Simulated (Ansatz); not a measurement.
Here is the system:

SiGe:
```yaml
crystal:
  lattice:
    - [3.90429, 0.00000, 0.00000]
    - [-1.95214, 3.38121, 0.00000]
    - [0.00000, 0.00000, 6.45390]
  atoms:
    - { symbol: Ge, position: [0.66667, 0.33333, 0.99958] }
    - { symbol: Ge, position: [0.33333, 0.66667, 0.49958] }
    - { symbol: Si, position: [0.66667, 0.33333, 0.62562] }
    - { symbol: Si, position: [0.33333, 0.66667, 0.12562] }
```

This is the r²SCAN-relaxed structure. Tensor components refer to the Cartesian frame of this cell.

Problem. All from r²SCAN (plane waves, PAW; program Ansatz), unless another level is named. Estimate the piezoelectric stress constants (proper, relaxed ions, C/m²).

Solution. e33 = -0.02.

Problem. Predict the bulk modulus (Birch–Murnaghan fit).

Solution. 84.1 GPa.

Space group P6_3mc (wurtzite). A made-up cell: these elements were put on the sites of a structure type; the Crystallography Open Database copy checked does not list it. Whether it is the stable phase at ambient conditions was not checked. The r²SCAN relaxation kept the symmetry of its start; its stability against distortions is not shown here.

Potentials: the later of the program's two PAW sets.
